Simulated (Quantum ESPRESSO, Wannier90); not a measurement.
## InP (zinc blende), plane waves to Wannier functions

```xyz
2
Lattice="0.0000 2.9520 2.9520 2.9520 0.0000 2.9520 2.9520 2.9520 0.0000" Properties=species:S:1:pos:R:3 pbc="T T T"
In     0.0000     0.0000     0.0000
P     -1.4760    -1.4760    -1.4760
```

Materials Project entry mp-20351; symmetrised, unrelaxed at this level. COD (Crystallography Open Database) has an entry of this formula and space group (matched by these alone). Computed values, not measurements, from LDA: Quantum ESPRESSO (norm-conserving PseudoDojo potentials, cutoff 56 Ry, no spin polarisation, no spin-orbit coupling) on a Γ-centred 10×10×10 mesh, then Wannier90. Density: 10×10×10 mesh, Gaussian smearing 0.01 Ry. Spin-orbit coupling is left out although heavy elements are present.

Bands 7-9 form an isolated set from -5.78 to 0.00 eV relative to the valence-band maximum (on the path) and are turned into 3 Wannier functions by minimising the spread from the start: atomic waves P 3p.

Centres (Cartesian, Å; one of the equivalent choices) and spreads:

```tsv
n	x	y	z	spread (Å²)	nearest atom
1	-1.476	-1.476	-1.476	3.944	P2
2	-1.476	-1.476	-1.476	3.944	P2
3	-1.476	-1.476	-1.476	3.944	P2
```

Ω_I = 10.76 Å², Ω_total = 11.83 Å²; the interpolated bands follow pw.x to 20 meV rms on the path. Only this start was tried; a symmetric start can stop on a saddle, and mixtures of these functions could lower the total by at most Ω_total − Ω_I.
